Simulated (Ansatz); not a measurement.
Computed with Ansatz, DFT PBE, scalar-relativistic, plane waves, PAW. Settings: cutoff 420 eV, Γ-centred meshes spaced at most about 0.3 Å⁻¹, and about 0.25 Å⁻¹ or finer for metals (2π included), Gaussian smearing. Collinear spin in cells that started with moments and kept them past the coarse steps, no spin elsewhere.

These are static total energies at zero pressure. All come from trial cells, and lower structures may exist.

Task: Which of these relaxed structures of FePt₂ is the lowest in energy?
A. Space group I4/mmm (No. 139), tetragonal, a = 2.756 Å, c = 11.509 Å. Around Fe lie 8 Pt at 2.66 Å and 4 Fe at 2.76 Å; Pt is surrounded by 4 Fe at 2.66 Å and 8 Pt at 2.76–2.89 Å.
B. Space group P-62m (No. 189), hexagonal, a = 4.787 Å, c = 4.446 Å. Around Fe lie 9 Pt at 2.73–2.76 Å and 3 Fe at 2.76 Å; Pt on a site of symmetry m2m is surrounded by 4 Fe at 2.73 Å and 8 Pt at 2.73–2.82 Å; around Pt on a site of symmetry -62m lie 6 Pt at 2.76 Å and 6 Fe at 2.76 Å.

Result: A. It has Fe and Pt ordered on fcc sites, space group I4/mmm (No. 139); the next, B, with Fe and Pt ordered on hcp sites, space group P-62m (No. 189), lies 67 meV/atom higher. Largest moments: A 3.1 μB, B 3.1 μB. Counting all near atoms (those within 1.25 times the shortest distance at each site), the lowest and the next both have Fe 12, Pt 12.

Spin–orbit coupling, which can matter for Pt, is left out. Another magnetic order may lie lower. Cells relaxed within their symmetry can be saddle points. Some types were kept out of the candidates beforehand, so the set may lack a known form.
